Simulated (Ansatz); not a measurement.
Here is the system:

Relaxed CuI (zinc blende):

```xyz
4
Lattice="0.0000 6.0793 6.0793 3.0397 0.0000 3.0397 3.0397 3.0397 0.0000" Properties=species:S:1:pos:R:3 pbc="T T T"
I      4.5595     4.5595     4.5595
I      4.5595     7.5992     7.5992
Cu     0.0000     0.0000     0.0000
Cu     3.0397     6.0793     3.0397
```

A phonon eigenvector at L = (0.5, 0.0, 0.0) is frozen into this cell: atom i moves by Q times the vector below, so Q is the largest atomic displacement, in Å. The cell is held. It is one choice among 2 degenerate patterns. (q is in reciprocal vectors of the primitive cell; the cell shown is doubled to hold the pattern.)

```tsv
atom	x	y	z
I1	-0.174	0.318	-0.492
I2	0.174	-0.318	0.492
Cu3	-0.285	0.520	-0.805
Cu4	0.285	-0.520	0.805
```

Computed with PBE (plane waves to 420 eV, PAW, scalar-relativistic; Ansatz, a quantum-chemistry and plane-wave program). k mesh 9×9×9 (Γ-centred), Fermi-Dirac smearing 0.05 eV. The energy includes the smearing's −TS. CuI is run without spin polarisation. CuI was relaxed with its symmetry unable to fall. Spin-orbit coupling is left out, though I is heavy. ΔE is measured from the undisplaced structure.

The scan covers Q from -0.100 to 0.100 Å in 13 points.

### Question
Which space group does the distorted structure have?

### Answer
P1 (No. 1), lowered from F-43m.

### Question
What is the energy change at Q = 0.100 Å?

### Answer
68.6 meV/cell.

### Question
What harmonic wavenumber does the curvature at Q = 0 give?

### Answer
127 cm⁻¹.

(A displaced cell: forces are minus the slopes of the energy, force constants its curvatures, and phonons follow from these.)
